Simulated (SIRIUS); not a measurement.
SIRIUS run on SiO₂ (P2_1, 12 atoms in the cell; from Materials Project mp-972808, changed as shown): self-consistent single point.

Computed with LDA (PW92), PseudoDojo 0.4 standard norm-conserving LDA (tails mended) pseudopotentials (plane waves; SIRIUS 7.12.0).

The change in words: lattice scaled by 1.03. Reference geometry (P2_1):
```
CELL_PARAMETERS angstrom
      4.89528     0.00000     0.00000
      0.00000     8.12082     0.00000
     -2.36093     0.00000     4.37232
ATOMIC_POSITIONS crystal
  Si 0.58146 0.93778 0.34949
  Si 0.41854 0.43778 0.65051
  Si 0.74575 0.56366 0.30622
  Si 0.25425 0.06366 0.69378
  O  0.45118 0.94627 0.59022
  O  0.54882 0.44627 0.40978
  O  0.65078 0.75069 0.30944
  O  0.34922 0.25069 0.69056
  O  0.10911 0.54542 0.53410
  O  0.89089 0.04542 0.46590
  O  0.67750 0.51129 0.96944
  O  0.32250 0.01129 0.03056
```

Reference input (self-consistent single point, DFT, LDA (PW92), plane waves, PseudoDojo 0.4 standard norm-conserving LDA (tails mended) pseudopotentials): parameters.ngridk = 3 2 3; parameters.xc_functionals = [XC_LDA_X, XC_LDA_C_PW]; parameters.gk_cutoff = 9.165 1/bohr; parameters.pw_cutoff = 18.331 1/bohr; parameters.smearing = gaussian; parameters.smearing_width = 0.000734986 Ha; potentials = PseudoDojo 0.4 standard norm-conserving LDA (tails mended) pseudopotentials; parameters.electronic_structure_method = pseudopotential; parameters.num_bands = 38; parameters.num_mag_dims = 0; parameters.num_dft_iter = 100; parameters.energy_tol = 1e-07 Ha. This run's input differs from it in these lines:

```diff
@@ -32,7 +32,7 @@
     "lattice_vectors": [
-      [0.9999999702, 0.0, 0.0],
-      [0.0, 1.6589079839, 0.0],
-      [-0.4822874063, 0.0, 0.8931713111]
+      [1.0000000129, 0.0, 0.0],
+      [0.0, 1.6589080715, 0.0],
+      [-0.4822874733, 0.0, 0.893171477]
     ],
-    "lattice_vectors_scale": 9.250735,
+    "lattice_vectors_scale": 9.528256,
     "atom_coordinate_units": "A",
@@ -45,16 +45,16 @@
       "Si": [
-        [2.0212865707, 7.6155388285, 1.5280828158],
-        [0.5130604293, 3.5551308285, 2.8442391842],
-        [2.9276892777, 4.5773791466, 1.3388924428],
-        [-0.3933422777, 0.5169711466, 3.0334295572]
+        [2.0819249456, 7.8440045432, 1.5739254191],
+        [0.5284520544, 3.6617845432, 2.9295665809],
+        [3.015519681, 4.7147002504, 1.3790593202],
+        [-0.405142681, 0.5324802504, 3.1244326798]
       ],
       "O": [
-        [0.8151828332, 7.6844845563, 2.5806318908],
-        [1.7191641668, 3.6240765563, 1.7916901092],
-        [2.4551825282, 6.096215363, 1.3529713197],
-        [0.0791644718, 2.035807363, 3.0193506803],
-        [-0.7268494645, 4.4292554627, 2.3352571802],
-        [3.2611964645, 0.3688474627, 2.0370648198],
-        [1.0277698964, 4.1520920126, 4.2387038397],
-        [1.5065771036, 0.0916840126, 0.1336181603]
+        [0.8396381235, 7.9150186388, 2.6580510482],
+        [1.7707388765, 3.7327986388, 1.8454409518],
+        [2.5288377611, 6.2791014636, 1.3935605645],
+        [0.0815392389, 2.0968814636, 3.1099314355],
+        [-0.7486550229, 4.5621328648, 2.4053150772],
+        [3.3590320229, 0.3799128648, 2.0981769228],
+        [1.058602695, 4.2766545276, 4.3658652845],
+        [1.551774305, 0.0944345276, 0.1376267155]
       ]
```

The program printed (abridged):

```
[find] density tolerance         : 1e-06
[find] total energy tolerance    : 1e-07
[find] iter_solver_tol (initial) : 0.01
[find] iter_solver_tol (target)  : 1e-13
[find] num_dft_iter              : 100
Charges and magnetic moments
--------------------------------------------------------------------------------
total charge          : 64.000000
[find] | SCF iteration   0 out of 100|
[diagonalize] iterative solver tolerance (occupied, empty): 0.01 0.01
[diagonalize] average number of iterations: 2.1
[find] Charges and magnetic moments
[find] total charge          : 64.000000
[find] Energy
   [... lines left out ...]

[find] Charges and magnetic moments
[find] total charge          : 64.000000
[find] Energy
[find] smearing (-TS)                 :       0.00000000
[find] Total energy                   :    -149.72142889 (Ha),    -299.44285777 (Ry)
[find] Free energy (E-TS)             :    -149.72142889 (Ha),    -299.44285777 (Ry)
[find] band gap (eV)                  :       5.17112006
[find] Efermi                         :       0.09229349
[find] iteration : 30, RMS (target) : 2.2526e-07 (1.0000e-06) , energy difference (target) : -1.9611e-12 (1.0000e-07)
[find] bands are converged : true
[find] iterative solver converged : true
[find] converged after 31 SCF iterations!
[find] Charges and magnetic moments
[find] total charge          : 64.000000
[find] Energy
[find] smearing (-TS)                 :       0.00000000
[find] Total energy                   :    -149.72142889 (Ha),    -299.44285777 (Ry)
[find] Free energy (E-TS)             :    -149.72142889 (Ha),    -299.44285777 (Ry)
[find] band gap (eV)                  :       5.17112006
[find] Efermi                         :       0.09229349
[ground_state] === stress tensor components [kbar] ===
[ground_state] === stress_total ===
[ground_state]   121.769014    0.000000    0.447350
[ground_state]     0.000000  122.648138    0.000000
[ground_state]     0.447350    0.000000  120.651480
[ground_state] ==== total Forces in Ha/bohr =====
   [... lines left out ...]
[ground_state] atom:    7, force:      -0.0005234     -0.0000310     -0.0028173
[ground_state] atom:    8, force:      -0.0004020     -0.0114336     -0.0086352
[ground_state] atom:    9, force:       0.0004020     -0.0114336      0.0086352
[ground_state] atom:   10, force:      -0.0167560     -0.0028965      0.0015015
[ground_state] atom:   11, force:       0.0167560     -0.0028965     -0.0015015
```

The run converged in 31 iterations. SIRIUS prints the stress tensor with tension positive. Against the reference run the free energy rises by 52.0 meV/atom, the pressure goes from 0.69 to -12.17 GPa and the largest force goes from 0.046 to 0.919 eV/Å.

This run is one point of a test of settings, so its values need not be converged; read them against the reference run alone. The structure comes from a collection of computed structures, made at another level of theory; the collection holds predicted forms beside known ones. Its lattice was then scaled.

Cost on one core: very roughly 4 core-minutes.

The gap that the log prints is read on the run's mesh, which can miss the band edges or a crossing.

“Tails mended”: in these copies of the files the far tail of each local potential was reset to the Coulomb form.
